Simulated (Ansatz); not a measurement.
# Is this Ti3Al4Ni structure a true minimum?

The structure comes from a generated guess, relaxed at this level; another structure or a mixture of phases may lie lower.

Level of theory: DFT PBE, scalar-relativistic, plane waves, PAW in Ansatz. Settings: cutoff 420 eV, Γ-centred mesh 14×14×4 on the computed 8-atom cell, Gaussian smearing of 0.10 eV; no spin polarisation.

The cell below (8 atoms, space group P4/mmm (No. 123)) is relaxed within its symmetry.

```
CELL_PARAMETERS angstrom
2.83648 0.00000 0.00000
0.00000 2.83648 0.00000
0.00000 0.00000 15.10075
ATOMIC_POSITIONS crystal
Ti 0.00000 0.00000 0.76923
Ti 0.00000 0.00000 0.23077
Ti 0.00000 0.00000 0.50000
Al 0.50000 0.50000 0.90161
Al 0.50000 0.50000 0.09839
Al 0.50000 0.50000 0.36534
Al 0.50000 0.50000 0.63466
Ni 0.00000 0.00000 0.00000
```

For the test it was strained at random (σ = 1.5 % a component), the atoms were moved at random (σ = 0.15 Å), and all was relaxed again on a coarse 8×8×2 mesh (in the run’s order of axes) with 0.20 eV smearing, with no symmetry imposed.

Trial moments died out on the coarse mesh, so the last step has no spin; another magnetic start might hold.

Problem. What happens?

Solution. It returns, within 1 meV/atom of the unmoved cell on that mesh and with the same symmetry when read at 0.1 Å. So it is stable against the distortions that fit this cell and that this random move excites. Modes that don't fit the cell aren't tested.
